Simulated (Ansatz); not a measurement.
Here is the system:

Y:
```yaml
crystal:
  lattice:
    - [0.00000, 2.48860, 2.48860]
    - [2.48860, 0.00000, 2.48860]
    - [2.48860, 2.48860, 0.00000]
  atoms:
    - { symbol: Y, position: [0.00000, 0.00000, 0.00000] }
```

This is the PBEsol-relaxed structure.

Question: All from DFT-PBEsol in the program Ansatz with PAW potentials, unless another level is named. Estimate the bulk modulus (Birch–Murnaghan fit).

Answer: 41.7 GPa.

Question: And the vibrational entropy at 300 K?

Answer: 43.9 J/(K·mol of atoms).

Question: Give the elastic constants (relaxed ions, GPa).

Answer: C11 = 60.5, C12 = 31.9, C44 = 33.6.

Space group Fm-3m (fcc (Cu type)). The first step of the workflow began from a Materials Project structure, measured or hypothetical; the Crystallography Open Database files this formula in space group No. 225, but the cells were not matched. It is not the phase usual at ambient conditions (space group No. 194). Symmetry was held in the PBEsol relaxation; its stability against distortions is not shown here. No spin polarisation was allowed. As this level gives no gap, shear constants depend on the k-mesh and smearing (Fermi–Dirac, 0.1 eV here).

Potentials: the earlier of the program's two PAW sets. The files were generated under PBE; for other functionals the program regenerates the frozen cores, and for LDA and PBEsol the local potential too.
